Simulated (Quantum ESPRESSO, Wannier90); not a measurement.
BP (zinc blende), plane waves to Wannier functions

Structure: Materials Project mp-1479, symmetrised, not relaxed again. COD (Crystallography Open Database) has an entry of this formula and space group (matched by these alone). Computed values, not measurements, from PBEsol: Quantum ESPRESSO (norm-conserving PseudoDojo potentials, cutoff 61 Ry, no spin polarisation, no spin-orbit coupling) on a Γ-centred 12×12×12 mesh, then Wannier90. Density: 12×12×12 mesh, cold smearing 0.01 Ry.

```
begin unit_cell_cart
ang
    0.0000000000    2.2660700000    2.2660700000
    2.2660700000    0.0000000000    2.2660700000
    2.2660700000    2.2660700000    0.0000000000
end unit_cell_cart
mp_grid = 12 12 12
```

Q: Which shells of neighbouring k-points and which b-vectors and weights does Wannier90 pick for this cell and mesh?

A: 
```
 *---------------------------------- K-MESH ----------------------------------*
 +----------------------------------------------------------------------------+
 |                    Distance to Nearest-Neighbour Shells                    |
 |                    ------------------------------------                    |
 |          Shell             Distance (Ang^-1)          Multiplicity         |
 |          -----             -----------------          ------------         |
 |             1                   0.200104                      8            |
 |             2                   0.231060                      6            |
 |             3                   0.326769                     12            |
 |             4                   0.383170                     24            |
 |             5                   0.400208                      8            |
 |             6                   0.462121                      6            |
 |             7                   0.503584                     24            |
 |             8                   0.516666                     24            |
       ... (lines left out)
 +----------------------------------------------------------------------------+
 | The b-vectors are chosen automatically                                     |
 | The following shells are used:                       1                     |
 +----------------------------------------------------------------------------+
 |                        Shell   # Nearest-Neighbours                        |
 |                        -----   --------------------                        |
 |                          1               8                                 |
 +----------------------------------------------------------------------------+
 | Completeness relation is fully satisfied [Eq. (B1), PRB 56, 12847 (1997)]  |
 +----------------------------------------------------------------------------+
 |                  b_k Vectors (Ang^-1) and Weights (Ang^2)                  |
 |                  ----------------------------------------                  |
 |            No.         b_k(x)      b_k(y)      b_k(z)        w_b           |
 |            ---        --------------------------------     --------        |
 |             1         0.115530    0.115530   -0.115530     9.365251        |
 |             2         0.115530   -0.115530    0.115530     9.365251        |
 |             3        -0.115530    0.115530    0.115530     9.365251        |
 |             4         0.115530    0.115530    0.115530     9.365251        |
 |             5        -0.115530   -0.115530    0.115530     9.365251        |
 |             6        -0.115530    0.115530   -0.115530     9.365251        |
 |             7         0.115530   -0.115530   -0.115530     9.365251        |
 |             8        -0.115530   -0.115530   -0.115530     9.365251        |
```
